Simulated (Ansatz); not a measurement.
The start is a generated cell, Pd built in the AFLOW prototype A_hR2_166_c (A7, as in As). The cell and all atomic positions are relaxed at zero pressure with PBE (plane waves to 420 eV, PAW, scalar-relativistic; Ansatz, a first-principles code). The first steps use a coarse 12×12×12 k-mesh.

Initial structure:
```
Pd
1.0
    1.66090     0.95892     3.07994
   -1.66090     0.95892     3.07994
    0.00000    -1.91784     3.07994
Pd
2
Cartesian
  0.00000   0.00000   2.10243
  0.00000   0.00000   7.13738
```

Task: How large is the pressure on the unrelaxed cell, and of which sign?

Result: +62.6 GPa (positive: the cell is compressed).

Task: Which atoms feel the largest initial force, and how large is it?

Result: 7.66 eV/Å, on Pd1, Pd2 (atoms numbered as listed).

Task: Does the structure survive the relaxation? Give the final space group.

Result: The space group goes from R-3m (No. 166) to Fm-3m (No. 225); the end is fcc (Cu type), with 1 atom in the primitive cell.

Task: How much energy is released per atom?

Result: 1.54 eV/atom.

Task: How does the volume change?

Result: +4.1 %, from 14.72 to 15.32 Å³/atom.

Task: How do the shortest distances between atoms change?

Result: The closest pairs of elements (up to four, under 3.6 Å), start → end: Pd–Pd 2.22 → 2.79 Å.

Task: What band gap does the relaxed structure have at this level?

Result: No gap (metallic).

Task: Give the final cell and atomic positions.

Result: 
```cif
data_Pd4
_chemical_formula_sum 'Pd4'
_space_group_name_H-M_alt 'Fm-3m'
_space_group_IT_number 225
_space_group_name_Hall '-F 4 2 3'
_cell_length_a 3.94276
_cell_length_b 3.94276
_cell_length_c 3.94276
_cell_angle_alpha 90.000
_cell_angle_beta 90.000
_cell_angle_gamma 90.000
loop_
_atom_site_label
_atom_site_type_symbol
_atom_site_symmetry_multiplicity
_atom_site_Wyckoff_symbol
_atom_site_fract_x
_atom_site_fract_y
_atom_site_fract_z
_atom_site_occupancy
Pd1 Pd 4 b 0.50000 0.50000 0.50000 1
```
(The calculation used a cell of 1 atom; values per cell refer to that cell.)

Final values are on a 20×20×20 k-mesh of the relaxed cell. No spin polarisation in the result. A magnetic state may lie lower.

The run could not lose the symmetry of its start.
